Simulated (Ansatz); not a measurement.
BN in space group P6_3/mmc (No. 194; B on 2c, N on 2d), plane-wave PAW LDA (Ansatz code). The conduction-band minimum lies at M, with 3 equivalent valleys. Second derivatives d²E/dk² of the lowest band at one valley (eV·Å²), along Cartesian directions:

| direction | d²E/dk² |
|---|---|
| [100] | 3.715 |
| [010] | 29.65 |
| [001] | 2.136 |
| [110] | 16.68 |
| [101] | 2.924 |
| [011] | 15.89 |

Problem. Find the principal effective masses, the density-of-states mass and the conductivity mass.

Solution. Off-diagonal terms follow from H_xy = H[110] − (H_xx + H_yy)/2, and m*/mₑ = 7.620 eV·Å² over each eigenvalue: 0.26, 2.1, 3.6. One valley's DOS mass (m₁m₂m₃)^(1/3) = 1.2, conductivity mass 3/(Σ 1/mᵢ) = 0.64 mₑ.

Problem. What effective density of states Nc follows at 300 K for parabolic valleys?

Solution. Nc = 2.509e19 × 3 × (1.2)^(3/2) ≈ 9.9e19 cm⁻³.

Problem. With the computed static dielectric constant 5.57 (mean of the diagonal), estimate a hydrogenic donor's binding energy and radius.

Solution. E = 13.606 eV × 0.64/5.57² ≈ 280 meV; a = 0.529 Å × ε/m* ≈ 4.6 Å. Semilocal masses tend to be too small where the gap is.

The cell was relaxed with LDA under the symmetry of its start; phonons on a q-mesh show no instability. A crystal of weakly bound layers computed without a dispersion correction: the cell and the soft elastic constants depend strongly on that.

Potentials: the later of the program's two PAW sets.
